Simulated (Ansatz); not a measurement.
HfB: one input, then a changed one

The cell comes from COD entry 1511179, which wasn't checked; take it as a given geometry.

First run: DFT, PBE, all-electron LAPW, scalar-relativistic (Ansatz 0.2.0).

Command: `ansatz run input.yaml --threads 1 --pin off --max-ram 2048MiB --backend cpu --events-out ev --progress --plain --runs-dir out` The run took 29 s on 1 thread of Arm Neoverse V2, with other jobs on the host.

```yaml
crystal:
  lattice:
    - [0.0, 2.31, 2.31]
    - [2.31, 0.0, 2.31]
    - [2.31, 2.31, 0.0]
  atoms:
    - { symbol: Hf, position: [0.5, 0.5, 0.5] }
    - { symbol: B, position: [0.0, 0.0, 0.0] }
kpoints:
  mp_grid: { grid: [15, 15, 15] }
scf:
  occupations: { method: fermi_dirac, width: 0.05 }
hamiltonian:
  xc: pbe
  pseudopotentials:
    kind: all_electron
    lapw: { basis_error: 0.00025 }
    nuclear_model: point
output:
  forces: true
  stress: true
  eigenvalues: true
```

Result: converged; pressure 29.9 GPa; 9 SCF iterations.

Spin polarisation is left out, and whether a magnetic state lies lower isn't shown here.

No spin–orbit coupling, which matters for the heavy atoms here.

The input is then changed:

```diff
@@ -17,4 +17,5 @@
     lapw: { basis_error: 0.00025 }
     nuclear_model: point
+  dispersion: d3bjatm
 output:
   forces: true
```

**Question.** Predict the outcome of the changed run.

**Answer.** It converged; pressure 25.3 GPa; 9 SCF iterations.

The results part of its log:

```
SCF 1 converged in 9 iterations: F = -410982.277036 eV  dr2 = 2.68e-8
SCF converged after 9 iterations
Free energy (F): -410982.277036 eV
Harris-Foulkes:  -410982.277036 eV  (|F-HF|=1.00e-8)
Internal energy: -410982.269318 eV  (E = F + TS)
E sigma→0 (E₀):  -410982.273177 eV
Entropy (-TS):   -0.007718 eV (-3.859 meV/atom)
Fermi energy:    20.073058 eV
--- Per-component energies (eV) ---
  E_band       = -4071.433249
  E_kinetic    = 457502.164944
  E_xc         = -8529.978046
  E_electrostatic = -859953.725055  (all electrons and nuclei)
  E_disp       = -0.731162  (pairwise vdW)
  E_smearing   = -0.007718  (= −TS)
  E_closure    = 0.000000  (closes the sum)
  E_atoms      = -410966.985734  (free atoms, spherical and without spin; not in F)
  Σ components = -410982.277036   (vs F -410982.277036, Δ=0.00e0)
  Basis errors (estimates in eV, not in F): energy 9.5e-5 per atom: plane waves 8.4e-5 (4.8e-5 summed), levels above the bands 2.3e-104, relativity 7.4e-9, radial functions 1.0e-5, core shells 5.8e-8; eigenvalues (radial functions only) 1.1e-6; not estimated: angular momenta, meshes, grids; target (lapw.basis_error) 2.5e-4; muffin-tin radii B 0.913 Å, Hf 1.397 Å
--- Forces (eV/Å), atoms counted from 1 ---
  atom   1  Hf     0.00000000     0.00000000    -0.00000000
  atom   2  B     -0.00000000    -0.00000000    -0.00000000
  max |Σ_I F_I| component: 1.28e-30 eV/Å
--- Stress (GPa, compression-positive) ---
       25.333624      -0.000000      -0.000000
       -0.000000      25.333624      -0.000000
       -0.000000      -0.000000      25.333624
  P = ⅓ Tr σ = 25.3336 GPa (253.336 kbar)
--- Band table (eV; the first three rows and the last of 120) ---
  k-point 0: bands = ["-351.3899", "-351.3899", "-351.3899", "-179.2560", "-179.2560", "-179.2560", "-179.2401", "-179.2401", "-151.3474", "-39.8686", "-8.3388", "-8.3388", "-8.3388", "10.1806", "10.1812", "10.1812", "10.1812", "10.2724", "10.2724", "10.2724", "10.4740", "22.2111", "22.2111", "22.2111", "24.0850", "24.0850", "24.0850", "24.2278", "24.2278"]
  k-point 1: bands = ["-351.3899", "-351.3899", "-351.3899", "-179.2560", "-179.2560", "-179.2560", "-179.2401", "-179.2401", "-151.3474", "-39.8667", "-8.3724", "-8.3422", "-8.3422", "10.1786", "10.1827", "10.1839", "10.1839", "10.2696", "10.2696", "10.2725", "10.6047", "21.7636", "22.1334", "22.1334", "23.1293", "23.1293", "24.3267", "25.5167", "25.5167"]
  k-point 2: bands = ["-351.3899", "-351.3899", "-351.3899", "-179.2560", "-179.2560", "-179.2560", "-179.2401", "-179.2401", "-151.3474", "-39.8612", "-8.4660", "-8.3517", "-8.3517", "10.1742", "10.1885", "10.1916", "10.1916", "10.2620", "10.2620", "10.2728", "10.9818", "20.8481", "21.4640", "21.4640", "23.0471", "23.0471", "24.6960", "27.0230", "27.0230"]
  k-point 119: bands = ["-351.3899", "-351.3899", "-351.3899", "-179.2560", "-179.2560", "-179.2560", "-179.2401", "-179.2401", "-151.3474", "-39.8085", "-8.8186", "-8.7880", "-8.5921", "10.2065", "10.2152", "10.2168", "10.2222", "10.2384", "10.2416", "10.2462", "14.4105", "18.3214", "18.7330", "19.1187", "25.1627", "25.8317", "27.9392", "28.2490", "31.2196"]
```
